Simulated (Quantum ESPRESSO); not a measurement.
# Band energies of Cu2O

```xyz
6
Lattice="4.2467 0.0000 0.0000 0.0000 4.2467 0.0000 0.0000 0.0000 4.2467" Properties=species:S:1:pos:R:3 pbc="T T T"
O      2.1233     2.1233     2.1233
O      0.0000     0.0000     0.0000
Cu     1.0617     1.0617     3.1850
Cu     1.0617     3.1850     1.0617
Cu     3.1850     3.1850     3.1850
Cu     3.1850     1.0617     1.0617
```

PBEsol (pw.x of Quantum ESPRESSO, ONCV potentials, no spin-orbit coupling); path ΓXMΓRX,MR; energies in eV from the valence-band maximum.

```csv
k (1/Å),point,band 40,band 41,band 42,band 43,band 44,band 45,band 46,band 47
0.00,Γ,-1.48,-1.48,0.00,0.00,0.00,0.48,1.10,1.10
0.25,,-1.51,-1.51,-0.90,-0.07,-0.07,0.72,1.55,2.06
0.74,X,-1.61,-1.19,-1.19,-0.42,-0.42,2.21,2.21,4.15
1.11,,-1.53,-1.25,-1.25,-0.56,-0.56,2.18,2.18,3.83
1.29,,-1.47,-1.23,-1.23,-0.64,-0.64,1.97,1.97,3.78
1.48,M,-1.46,-1.21,-1.21,-0.67,-0.67,1.84,1.84,3.78
1.65,,-1.43,-1.25,-1.23,-0.68,-0.62,1.90,2.00,3.72
2.00,,-1.49,-1.48,-1.23,-0.58,-0.30,1.41,2.46,3.09
2.35,,-1.53,-1.49,-0.45,-0.19,-0.04,0.61,1.45,1.64
2.53,Γ,-1.48,-1.48,0.00,0.00,0.00,0.48,1.10,1.10
2.85,,-1.63,-1.57,-0.64,-0.64,-0.13,0.88,2.16,2.16
3.17,,-1.61,-1.49,-0.85,-0.85,-0.50,1.81,3.07,3.07
3.49,,-1.60,-1.04,-0.89,-0.69,-0.69,2.36,2.73,2.73
3.65,,-1.55,-1.02,-0.69,-0.59,-0.59,2.34,2.44,2.44
3.81,R,-1.53,-1.05,-0.55,-0.55,-0.55,2.32,2.32,2.32
3.96,,-1.55,-1.02,-0.65,-0.64,-0.55,2.30,2.38,2.51
4.26,,-1.57,-1.15,-1.03,-0.81,-0.57,2.25,2.82,2.99
4.55,,-1.48,-1.32,-1.17,-0.54,-0.52,2.24,2.41,3.58
4.70,,-1.58,-1.23,-1.19,-0.45,-0.45,2.22,2.25,3.98
4.85,X,-1.61,-1.19,-1.19,-0.42,-0.42,2.21,2.21,4.15
4.85,M,-1.46,-1.21,-1.21,-0.67,-0.67,1.84,1.84,3.78
5.22,,-1.62,-0.95,-0.95,-0.91,-0.58,1.68,3.20,3.20
5.59,R,-1.53,-1.05,-0.55,-0.55,-0.55,2.32,2.32,2.32
```

The PBEsol gap is direct, 0.48 eV at Γ.

The filled Cu 3d shell has no Hubbard U; semilocal functionals place it too high.

Geometry of the Materials Project entry, not relaxed at this level.
